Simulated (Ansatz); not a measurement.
# Si2Mo: the relaxed cell by functional

The starting cell is an entry of the Crystallography Open Database (1927):

```
Si Mo
1.0
    -1.60000    1.60000    3.93050
     1.60000   -1.60000    3.93050
     1.60000    1.60000   -3.93050
Si Mo
2 1
Cartesian
  0.0000 0.0000 2.6177
  0.0000 0.0000 5.2433
  0.0000 0.0000 0.0000
```

Atoms and cell were relaxed at zero pressure with plane-wave PAW DFT (Ansatz 0.2.0; one set of PAW datasets, made under PBE, for all functionals; 420 eV, r2SCAN 500 eV; 10×10×10 Γ-centred mesh, fermi-dirac occupations of width 0.100 eV; no spin polarisation, no spin-orbit coupling, no dispersion correction), keeping the symmetry (I4/mmm, No. 139).

Q: What cells and energies do LDA, PBEsol, PBE, r2SCAN give?

A: The relaxed conventional cells:

```
functional  a (Å)  c (Å)  volume (Å³/atom)  formation energy (eV/atom)
       LDA  3.174  7.779             13.06                      -0.588
    PBEsol  3.190  7.823             13.27                      -0.603
       PBE  3.217  7.874             13.58                      -0.493
    r2SCAN  3.202  7.819             13.37                      -0.469
 the entry  3.200  7.861             13.42                           –
```

LDA gives the smallest volume and PBE the largest, 4.0 % more, the usual order, since LDA overbinds and PBE's gradient terms loosen the lattice. Against the entry's volume: LDA -2.6 %, PBEsol -1.1 %, PBE +1.2 %, r2SCAN -0.4 %. No verdict is drawn from this: the entry is old or was flagged in a check, so the entry may be off as well as the functionals. The formation energies span 0.13 eV an atom, lowest under PBEsol.

Caveats: each relaxation keeps the start's symmetry, so a distorted cell may lie lower; computed cells are at 0 K with fixed nuclei, while the entry holds thermal expansion, often some tenths of a per cent in volume and more in soft crystals; an old entry, and the compound itself may be in doubt; formation energies are at zero smearing against the elements' usual phases under the same functional, gases as free molecules, uncorrected.
